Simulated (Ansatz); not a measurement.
A relaxed cell of Li2BBr2 is given with its symmetry left out. The cell was found from a structure generator's guess, not taken from experiment.

These are results of Ansatz, DFT PBE, scalar-relativistic, plane waves, PAW, not measurements. Cutoff 420 eV, Γ-centred mesh, Gaussian smearing, no spin polarisation.

```yaml
crystal:
  lattice:
    - [3.86160, 0.00000, 0.00000]
    - [-1.93080, 3.34425, 0.00000]
    - [0.00000, 0.00000, 8.82602]
  atoms:
    - { symbol: Li, position: [0.00000, 0.00000, 0.07855] }
    - { symbol: Li, position: [0.33333, 0.66667, 0.49182] }
    - { symbol: B, position: [0.66667, 0.33333, 0.65848] }
    - { symbol: Br, position: [0.33333, 0.66667, 0.20162] }
    - { symbol: Br, position: [0.33333, 0.66667, 0.78160] }
```

Formation energies are uncorrected and refer to the elements' standard structures at the same level. The references include crystalline Br.

(1) Find its symmetry and describe it.

(2) What is its formation energy per atom?

(3) Is it a metal?

(4) From what recipe could a structure generator have reached it?

Answers

(1) P3m1 (No. 156). Conventional cell: a = 3.862 Å, c = 8.826 Å. Li on its first site has 3 Br at 2.48 Å; Li on its second site has 2 Br at 2.56 Å and 3 B at 2.67 Å; around B lie 3 Br at 2.48 Å and 3 Li at 2.67 Å; around Br on its first site lie 4 Li at 2.48–2.56 Å; 1 more site not described.

(2) −0.08 eV/atom. A negative formation energy is needed for stability but isn't enough: competing phases decide.

(3) Yes, bands cross the Fermi level on the 12×12×4 mesh.

(4) One such recipe: close-packed metal layers stacked ABC, next cell at A, with sites between them filled layer by layer (P3m1, No. 156). Other recipes can lead to the same cell.

The last run used a 12×12×4 mesh (in the run's order of axes) for its 5-atom cell and Gaussian smearing of 0.10 eV. No dispersion correction is applied, so the spacing and binding between layers, chains or molecules are poorly described. An odd number of electrons in the primitive cell allows no gap without spin; a larger cell or a magnetic state could open one. The cell is a metal run without spin; a magnetic state may lie lower. The reference form of Br is held partly by dispersion forces, which this level lacks. Symmetry constrained the relaxation, so the result can be a saddle point.
